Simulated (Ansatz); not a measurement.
**Ansatz 0.2.0, relaxation: GaSb₃I**

The input file (Ansatz 0.2.0, plane waves):

```yaml
crystal:
  lattice:
    - [3.627084, 6.282292, 0.0]
    - [-3.627084, 6.282292, 0.0]
    - [0.0, 0.0, 6.455531]
  atoms:
    - { symbol: Sb, position: [0.16078, 0.16078, 0.25] }
    - { symbol: Sb, position: [0.83922, 0.32156, 0.75] }
    - { symbol: Sb, position: [0.67844, 0.16078, 0.25] }
    - { symbol: Sb, position: [0.83922, 0.83922, 0.75] }
    - { symbol: Sb, position: [0.16078, 0.67844, 0.25] }
    - { symbol: Sb, position: [0.32156, 0.83922, 0.75] }
    - { symbol: I, position: [0.66667, 0.66666, 0.25] }
    - { symbol: I, position: [0.33333, 0.33334, 0.75] }
    - { symbol: Ga, position: [0.0, 0.0, 0.0] }
    - { symbol: Ga, position: [0.0, 0.0, 0.5] }
  symmetry: { tolerance: 0.0003 }
kpoints:
  mp_grid: { grid: [6, 6, 5], shift: [0, 0, 0] }
magnetization:
  spin_polarized: false
scf:
  occupations: { method: fermi_dirac, width: 0.1381 }
  lower_state_search: "off"
hamiltonian:
  pseudopotentials: { kind: paw }
  xc: r2scan
basis:
  ecutwfc: 500
  fft_grid_basis: typed
relax:
  max_steps: 60
  cell: { p_target: 0.0 }
  f_tol: 0.03
output:
  forces: true
  stress: true
  eigenvalues: true
  bader: true
  populations: true
  elf: true
  write_potential: true
  volumetric_format: npy
  dos:
    e_range: [-12, 8]
    de: 0.05
    projected: { site_lists: { Ga: [Ga], I: [I], Sb: [Sb] } }
checkpoint:
  read: saved_state
```

Run with:

```bash
ansatz run input.yaml --threads 2 --pin off --max-ram 3584MiB --backend cpu --events-out ev --progress --plain --runs-dir out
```

Origin of the cell: a known structure type with other elements, at an estimated volume, so it need not be a known compound.

The saved state is a converged single point of the same cell.

Output (shortened):

```
SCF iter   1: F=-61625.994776 eV  HF=-61625.997979 eV  Δρ=1.07e-3  dr2=7.31e-3  dr2_τ=1.62e-4
SCF iter   2: F=-61625.996749 eV  HF=-61625.998549 eV  Δρ=6.80e-4  dr2=3.55e-3  dr2_τ=1.32e-5
SCF iter   3: F=-61625.998503 eV  HF=-61625.998533 eV  Δρ=1.33e-4  dr2=9.60e-5  dr2_τ=1.47e-6
SCF iter   4: F=-61625.998625 eV  HF=-61625.998647 eV  Δρ=9.84e-5  dr2=3.51e-5  dr2_τ=2.49e-7
SCF iter   5: F=-61625.998643 eV  HF=-61625.998645 eV  Δρ=4.25e-5  dr2=6.25e-6  dr2_τ=5.89e-8
SCF iter   6: F=-61625.998645 eV  HF=-61625.998645 eV  Δρ=1.24e-5  dr2=7.42e-7  dr2_τ=7.38e-9
SCF iter   7: F=-61625.998645 eV  HF=-61625.998645 eV  Δρ=4.26e-6  dr2=8.18e-8  dr2_τ=7.56e-10
relax step   1: F+E_penalty+E_count = -61625.998646 eV  Δ(F+E_penalty+E_count) = +0.000e0 eV  max|allowed force component| = 1.488e0 eV/Å  Δτ_max = 0.0000 Å  P = +5.890 GPa  Ω = 294.197 Å³  ( […]
relax step   2: F+E_penalty+E_count = -61627.371310 eV  Δ(F+E_penalty+E_count) = -1.373e0 eV  max|allowed force component| = 6.550e-1 eV/Å  Δτ_max = 0.1248 Å  P = -0.189 GPa  Ω = 309.462 Å³ […]
relax step   3: F+E_penalty+E_count = -61628.601067 eV  Δ(F+E_penalty+E_count) = -1.230e0 eV  max|allowed force component| = 2.977e-1 eV/Å  Δτ_max = 0.1824 Å  P = +0.025 GPa  Ω = 296.258 Å³ […]
relax step   4: F+E_penalty+E_count = -61628.604243 eV  Δ(F+E_penalty+E_count) = -3.176e-3 eV  max|allowed force component| = 1.005e0 eV/Å  Δτ_max = 0.1035 Å  P = +3.222 GPa  Ω = 288.645 Å³ […]
relax step   5: F+E_penalty+E_count = -61628.962210 eV  Δ(F+E_penalty+E_count) = -3.580e-1 eV  max|allowed force component| = 4.506e-2 eV/Å  Δτ_max = 0.1004 Å  P = +0.190 GPa  Ω = 299.840 Å³ […]
relax step   6: F+E_penalty+E_count = -61629.014062 eV  Δ(F+E_penalty+E_count) = -5.185e-2 eV  max|allowed force component| = 2.074e-4 eV/Å  Δτ_max = 0.0318 Å  P = +0.086 GPa  Ω = 302.990 Å³ […]
relax step   7: F+E_penalty+E_count = -61629.014522 eV  Δ(F+E_penalty+E_count) = -4.603e-4 eV  max|allowed force component| = 2.299e-3 eV/Å  Δτ_max = 0.0022 Å  P = +0.037 GPa  Ω = 303.054 Å³ […]
relax step   8: F+E_penalty+E_count = -61629.022578 eV  Δ(F+E_penalty+E_count) = -8.056e-3 eV  max|allowed force component| = 2.415e-3 eV/Å  Δτ_max = 0.0000 Å  P = +0.058 GPa  Ω = 303.054 Å³  stress off target by 1.27e-1 GPa […]
relax step   9: F+E_penalty+E_count = -61629.022790 eV  Δ(F+E_penalty+E_count) = -2.119e-4 eV  max|allowed force component| = 1.867e-3 eV/Å  Δτ_max = 0.0016 Å  P = +0.008 GPa  Ω = 303.574 Å³ […]
relax step  10: F+E_penalty+E_count = -61629.022848 eV  Δ(F+E_penalty+E_count) = -5.842e-5 eV  max|allowed force component| = 1.862e-3 eV/Å  Δτ_max = 0.0000 Å  P = +0.008 GPa  Ω = 303.574 Å³  stress off target by 8.63e-3 GPa […]
SCF 10 converged in 5 iterations: F = -61629.022848 eV  dr2 = 3.36e-11
basis re-selected at this cell: Δ(F+E_penalty+E_count) = -5.842e-5 eV, ΔP = +0.000 GPa vs the last step (what re-selecting the basis moved, of the pressure what is left beyond the Pulay corre […]
SCF converged after 5 iterations
Free energy (F): -61629.022848 eV
Harris-Foulkes:  -61629.022848 eV  (|F-HF|=1.46e-11)
Internal energy: -61628.635395 eV  (E = F + TS)
E sigma→0 (E₀):  -61628.829122 eV
Entropy (-TS):   -0.387454 eV (-38.745 meV/atom)
Fermi energy:    8.527827 eV
--- Per-component energies (eV) ---
  E_band       = -2014.179570
  E_kinetic    = 1839.586208
  E_local      = -17731.622607  (includes V_loc(G=0)·N_el)
  E_nonlocal   = 2843.637843
  E_hartree    = 8355.146924
  E_xc         = -1126.497997
  E_vxc        = -1009.869877  (∫ρ·V_xc dr)
  E_paw        = -41288.250046  (= ΣΔE_a)
  E_vpaw       = -4730.577574  (= ΣTr[D̂ρ^β])
  E_aug_tail   = -0.000152  (compensation charges beyond the density's cutoff)
  E_vtau       = 64.372364  (kinetic-family band-sum trace: ∫τ·v_τ [+ j·A + Jᵃ·Aᵃ] dr)
  E_ewald      = -14522.511755
  E_core_change = 1.876188  (= ΣΔE_core)
  E_smearing   = -0.387454  (= −TS)
  Σ components = -61629.022848   (vs F -61629.022848, Δ=0.00e0)
--- Forces (eV/Å), atoms counted from 1 ---
  atom   1  Sb     0.000000     0.001862    -0.000000
  atom   2  Sb    -0.001613     0.000931    -0.000000
  atom   3  Sb    -0.001613    -0.000931    -0.000000
  atom   4  Sb     0.000000    -0.001862     0.000000
  atom   5  Sb     0.001613    -0.000931     0.000000
  atom   6  Sb     0.001613     0.000931     0.000000
  atom   7  I     -0.000000    -0.000000     0.000000
  atom   8  I     -0.000000     0.000000    -0.000000
  atom   9  Ga    -0.000000     0.000000    -0.000000
  atom  10  Ga     0.000000     0.000000     0.000000
  max |Σ_I F_I| component: 1.29e-17 eV/Å
--- Stress (GPa, compression-positive) ---
        0.008629       0.000000       0.000000
        0.000000       0.008629      -0.000000
        0.000000      -0.000000       0.008072
  P = ⅓ Tr σ = 0.0084 GPa (0.084 kbar)
--- Relaxed structure (8 steps of the walk, 8 accepted, 2 SCFs on fresh bases) ---
  F+E_penalty+E_count = -61629.022848 eV   max|allowed force component| = 1.862e-3 eV/Å   (the final SCF, on the basis selected at the relaxed cell)
  cell:  # Å, volume = 303.5738 Å³
    - [3.354047, 5.809380, 0.0]
    - [-3.354047, 5.809380, 0.0]
    - [0.0, 0.0, 7.789962]
  atoms:
    - { symbol: Sb, position: [0.182983, 0.182983, 0.250000] }
    - { symbol: Sb, position: [0.817017, 0.365967, 0.750000] }
    - { symbol: Sb, position: [0.634033, 0.182983, 0.250000] }
    - { symbol: Sb, position: [0.817017, 0.817017, 0.750000] }
    - { symbol: Sb, position: [0.182983, 0.634033, 0.250000] }
    - { symbol: Sb, position: [0.365967, 0.817017, 0.750000] }
    - { symbol: I, position: [0.666667, 0.666667, 0.250000] }
    - { symbol: I, position: [0.333333, 0.333333, 0.750000] }
    - { symbol: Ga, position: [6.194e-19, -1.568e-18, 0.0] }
    - { symbol: Ga, position: [6.194e-19, -1.568e-18, 0.500000] }
--- Löwdin populations: 10 sites ---
  site symbol       q [e]
     0     Sb     14.7565
     1     Sb     14.7565
     2     Sb     14.7565
     3     Sb     14.7565
     4     Sb     14.7565
     5     Sb     14.7565
     6      I     17.0878
     7      I     17.0878
     8     Ga     13.4298
     9     Ga     13.4298
  spilling = 0.002840 (of n_electrons = 150.000000)
--- Bader charges: 10 sites ---
  site symbol  charge [e]  shift [e]
     0     Sb      0.0508     0.0000
     1     Sb      0.0508     0.0000
     2     Sb      0.0508     0.0000
     3     Sb      0.0508     0.0000
     4     Sb      0.0508     0.0000
     5     Sb      0.0508     0.0000
     6      I     -0.3864     0.0000
     7      I     -0.3864     0.0000
     8     Ga      0.2341     0.0001
     9     Ga      0.2341     0.0001
  estimated error of the sums over rays = 3.0e-4 e
```

Before:

Space group P6_3/mmc (No. 194); the run's cell has a = 7.254 Å, b = 7.254 Å, c = 6.456 Å, α = 90.00°, β = 90.00°, γ = 60.00°. Shortest distances: Ga–Sb 2.59 Å, Ga–Ga 3.23 Å, Sb–Sb 3.50 Å.

After:

Space group P6_3/mmc (No. 194); the run's cell has a = 6.708 Å, b = 6.708 Å, c = 7.790 Å, α = 90.00°, β = 90.00°, γ = 60.00°. Shortest distances: Ga–Sb 2.88 Å, Sb–Sb 3.03 Å, I–Sb 3.36 Å.

```yaml
Free_energy_lowered_by: 302.4 meV/atom
Volume_change: 3.19 %
Final_pressure: 0.01 GPa
Relaxation_steps_listed: 10
Formation_energy_elements_under_the_same_functional_gases_as_molecules_uncorrected: 0.250 eV/atom
Gap_on_the_mesh: none (metal)
```

Caveats: no spin-orbit coupling, though heavy elements are present; the relaxation held the start's symmetry, so the end may be a saddle point.

It ran for 690 s of wall time on 2 CPU thread(s) of a shared host, from a saved density.
